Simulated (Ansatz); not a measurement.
input.yaml (Ansatz)

```yaml
crystal:
  lattice:
    - [0.0, 4.3046939423, 4.3046939423]
    - [4.3046939423, 0.0, 4.3046939423]
    - [4.3046939423, 4.3046939423, 0.0]
  atoms:
    - { symbol: Yb, position: [0.125, 0.125, 0.125] }
    - { symbol: Yb, position: [0.875, 0.875, 0.875] }
hamiltonian:
  xc: r2scan
  pseudopotentials:
    kind: paw_fr
    azcp:
      Yb: "pseudopotentials/Yb.paw.azcp"
basis:
  ecutwfc: 500
  fft_grid_basis: typed
kpoints:
  mp_grid: { grid: [7, 7, 7], shift: [0, 0, 0] }
magnetization:
  noncollinear: true
  spin_orbit: true
scf:
  occupations: { method: fermi_dirac, width: 0.1 }
```

Terminal output

```
band count auto-derived: 60, from the close of a first SCF at 58 (N_el = 48.0; filled up to band 48; 58 by the electrons, moments and atoms)
Engine: ansatz 0.2.0, x86_64-unknown-linux-gnu
Pseudopotentials: kind: paw_fr
Pseudopotential: Yb, paw_fr, valence charge 24, recommended cutoff 500 eV (meta_gga) 
Functional definition: r2SCAN
  parameter k0 = 0.174
  parameter k1 = 0.065
  parameter a1 = 4.9479
  exchange = r2scan_x(k0 = k0, k1 = k1, a1 = a1)
  correlation = r2scan_c
non-collinear run that drives no moment, with spin-orbit: no starting moment large enough to seed its density (crystal.atoms[].spin), no starting occupations that ask for one, no magnetisation constraint and no magnetic field, so the semilocal B_xc is pinned to zero
Crystal: 2 atoms, lattice volume = 159.535 Å³
Basis set: ecut = 500 eV, 4015 PW (Γ), exchange–correlation on 180×180×180 points (64 copies of the dense FFT grid, shifted against one another)
Bands: 58, of which v1, the nominal top of the filled ones, is band 48 counted from 1 (47 counted from 0)
Symmetry: 48 space group operations + 48 with time reversal
Magnetic group: BNS 227.129 (UNI 1631), of the structure as read, at distance tolerance 5.4e-5 Å
k-points: 20 of 343
Projection manifold: j_resolved (fully-relativistic pseudo-atomic orbitals)
Non-local potential: Yb, projectors of the file, l = 0: 3, l = 1: 4, l = 2: 4, l = 3: 6
PAW form: soft (Blöchl's): semilocal exchange-correlation on the pseudo side does not see the compensation charge
PAW frozen core: Yb, regenerated for the run's functional (the file was generated under x = pbe(κ = 0.804, μ = 0.2195149727645171), c = pbe(β = 0.06672455060314922))
PAW one-centre angular grid: Yb, 2702 points (default); XC on 224 Gauss nodes
Initial density: superposition of atomic densities (chi_scale 0.1, normalization cell)
Initial wavefunctions: pseudopotential atomic-orbital guess
Functional: x = r2scan, c = r2scan; τ floored in thin density (d = 2e-4 eV/Å³)
SCF iter   1: F=—  HF=-27561.980584 eV  |F-HF|=—  |Δ(HF+E_count)|=         —  Δρ=4.76e-2  dr2=2.93e0  dr2_τ=8.23e-4  dr2_m=0.00e0 (ungated)  ethr=3.10e-3  |M|=0.00e0 ∫|m|=0.00e0 μB  |m|>n=0.0e0 m-floor=0.0e0 τ_xc=0.0e0  β_m=0.30  ⟨swp⟩=7.5  Hψ=2651  notcnv=0
SCF iter   2: F=—  HF=-27561.378788 eV  |F-HF|=—  |Δ(HF+E_count)|=   6.02e-1  Δρ=5.59e-2  dr2=4.51e0  dr2_τ=1.04e-2  dr2_m=0.00e0 (ungated)  ethr=3.10e-3  |M|=0.00e0 ∫|m|=0.00e0 μB  |m|>n=0.0e0 m-floor=0.0e0 τ_xc=0.0e0  β_m=0.17  ⟨swp⟩=3.1  Hψ=1334  notcnv=0
SCF iter   3: F=—  HF=-27561.223781 eV  |F-HF|=—  |Δ(HF+E_count)|=   1.55e-1  Δρ=2.75e-2  dr2=1.10e0  dr2_τ=9.21e-4  dr2_m=0.00e0 (ungated)  ethr=3.10e-3  |M|=0.00e0 ∫|m|=0.00e0 μB  |m|>n=0.0e0 m-floor=0.0e0 τ_xc=0.0e0  β_m=0.32  ⟨swp⟩=2.0  Hψ=1074  notcnv=0
SCF iter   4: F=—  HF=-27561.191186 eV  |F-HF|=—  |Δ(HF+E_count)|=   3.26e-2  Δρ=2.42e-2  dr2=8.55e-1  dr2_τ=4.39e-4  dr2_m=0.00e0 (ungated)  ethr=2.29e-3  |M|=0.00e0 ∫|m|=0.00e0 μB  |m|>n=0.0e0 m-floor=0.0e0 τ_xc=0.0e0  β_m=0.47  ⟨swp⟩=1.0  Hψ=680  notcnv=0
...
SCF iter   3: F=-27561.108974 eV  HF=-27561.108974 eV  |F-HF|=1.46e-8  |Δ(HF+E_count)|=   2.73e-8  Δρ=2.17e-6  dr2=5.69e-9  dr2_τ=3.10e-11  dr2_m=0.00e0 (ungated)  ethr=8.71e-12  |M|=0.00e0 ∫|m|=0.00e0 μB  |m|>n=0.0e0 m-floor=0.0e0 τ_xc=0.0e0  ⟨swp⟩=1.1  Hψ=1827  notcnv=0
SCF 2 converged in 3 iterations: F = -27561.108974 eV  dr2 = 5.69e-9
SCF converged after 16 iterations (13 of them on 58 bands)
Magnetization: |M| = 0.0000 μB,  M = (+0.0000, +0.0000, +0.0000) μB
Absolute magnetization: 0.0000 μB (∫|m|)
  site 0: m = (+0.0000, +0.0000, +0.0000) μB, |m| = 0.0000 μB  (R = 1.54 Å)
  site 1: m = (+0.0000, +0.0000, +0.0000) μB, |m| = 0.0000 μB  (R = 1.54 Å)
Free energy (F): -27561.108974 eV
Harris-Foulkes:  -27561.108974 eV  (|F-HF|=1.46e-8)
Internal energy: -27560.889321 eV  (E = F + TS)
E sigma→0 (E₀):  -27560.999148 eV
Entropy (-TS):   -0.219653 eV (-109.826 meV/atom)
Fermi energy:    3.584826 eV
--- Per-component energies (eV) ---
  E_band       = -394.221033
  E_kinetic    = 694.664257
  E_local      = -16348.458235  (includes V_loc(G=0)·N_el)
  E_nonlocal   = 1109.173652
  E_hartree    = 7172.481367
  E_xc         = -311.339253
  E_vxc        = -444.511414  (∫ρ·V_xc dr)
  E_paw        = -14689.515056  (= ΣΔE_a)
  E_vpaw       = 221.810158  (= ΣTr[D̂ρ^β])
  E_aug_tail   = 0.000003  (compensation charges beyond the density's cutoff)
  E_vtau       = 28.125562  (kinetic-family band-sum trace: ∫τ·v_τ [+ j·A + Jᵃ·Aᵃ] dr)
  E_ewald      = -5189.585867
  E_core_change = 1.689812  (= ΣΔE_core)
  E_smearing   = -0.219653  (= −TS)
  E_closure    = -0.000000  (closes the sum)
  Σ components = -27561.108974   (vs F -27561.108974, Δ=0.00e0)
--- Band table (eV; the first three rows and the last of 20) ---
  k-point 0: bands = ["-50.5334", "-50.5334", "-50.5222", "-50.5222", "-26.8263", "-26.8263", "-26.7716", "-26.7716", "-20.7209", "-20.7209", "-20.7209", "-20.7209", "-20.6077", "-20.6077", "-20.6077", "-20.6077", "-0.2041", "-0.2041", "1.8342", "1.8342", "1.8353", "1.8353", "1.8353", "1.8353", "1.8357", "1.8357", "1.8357", "1.8357", "1.8370", "1.8370", "3.1491", "3.1491", "3.1575", "3.1575", "3.1575", "3.1575", "3.1602", "3.1602", "3.1764", "3.1764", "3.1831", "3.1831", "3.1849", "3.1849", "3.1849", "3.1849", "4.2997", "4.2997", "4.4897", "4.4897", "4.4897", "4.4897", "4.7657", "4.7657", "4.7657", "4.7657", "5.3099", "5.3099", "5.4751", "5.4751"]
  k-point 1: bands = ["-50.5330", "-50.5330", "-50.5226", "-50.5226", "-26.8243", "-26.8243", "-26.7737", "-26.7737", "-20.7230", "-20.7230", "-20.7156", "-20.7156", "-20.6132", "-20.6132", "-20.6056", "-20.6056", "-0.0629", "-0.0629", "1.8340", "1.8340", "1.8349", "1.8349", "1.8351", "1.8351", "1.8354", "1.8354", "1.8355", "1.8355", "1.8368", "1.8368", "3.1499", "3.1499", "3.1535", "3.1535", "3.1576", "3.1576", "3.1613", "3.1613", "3.1753", "3.1753", "3.1814", "3.1814", "3.1819", "3.1819", "3.1856", "3.1856", "4.1293", "4.1293", "4.3931", "4.3931", "4.4737", "4.4737", "4.7854", "4.7854", "4.8078", "4.8078", "5.1005", "5.1005", "5.3984", "5.3984"]
  k-point 2: bands = ["-50.5319", "-50.5319", "-50.5237", "-50.5237", "-26.8192", "-26.8192", "-26.7790", "-26.7790", "-20.7276", "-20.7276", "-20.7009", "-20.7009", "-20.6284", "-20.6284", "-20.6011", "-20.6011", "0.3349", "0.3349", "1.8325", "1.8325", "1.8341", "1.8341", "1.8344", "1.8344", "1.8349", "1.8349", "1.8352", "1.8352", "1.8373", "1.8373", "3.1468", "3.1468", "3.1499", "3.1499", "3.1579", "3.1579", "3.1582", "3.1582", "3.1731", "3.1731", "3.1753", "3.1753", "3.1783", "3.1783", "3.1856", "3.1856", "3.4006", "3.4006", "4.4118", "4.4118", "4.4739", "4.4739", "4.6855", "4.6855", "4.7804", "4.7804", "4.8251", "4.8251", "5.5253", "5.5253"]
  k-point 19: bands = ["-50.5286", "-50.5286", "-50.5270", "-50.5270", "-26.8031", "-26.8031", "-26.7955", "-26.7955", "-20.7282", "-20.7282", "-20.6695", "-20.6695", "-20.6600", "-20.6600", "-20.6010", "-20.6010", "1.6750", "1.6750", "1.8228", "1.8228", "1.8326", "1.8326", "1.8332", "1.8332", "1.8344", "1.8344", "1.8347", "1.8347", "1.8698", "1.8698", "2.2835", "2.2835", "3.1454", "3.1454", "3.1583", "3.1583", "3.1619", "3.1619", "3.1639", "3.1639", "3.1688", "3.1688", "3.1729", "3.1729", "3.1740", "3.1740", "3.1838", "3.1838", "3.4086", "3.4086", "3.7870", "3.7870", "4.7296", "4.7296", "4.8137", "4.8137", "5.0714", "5.0714", "5.6282", "5.6282"]
```

Command:

```sh
ansatz run input.yaml --threads 1 --pin off --max-ram 3584MiB --backend cpu --events-out ev --progress --plain --runs-dir out
```

On 1 thread of Intel(R) Xeon(R) Platinum 8259CL CPU @ 2.50GHz (Skylake/Cascade Lake) (shared host) this took about 180 s of wall time and 180 s of CPU time.
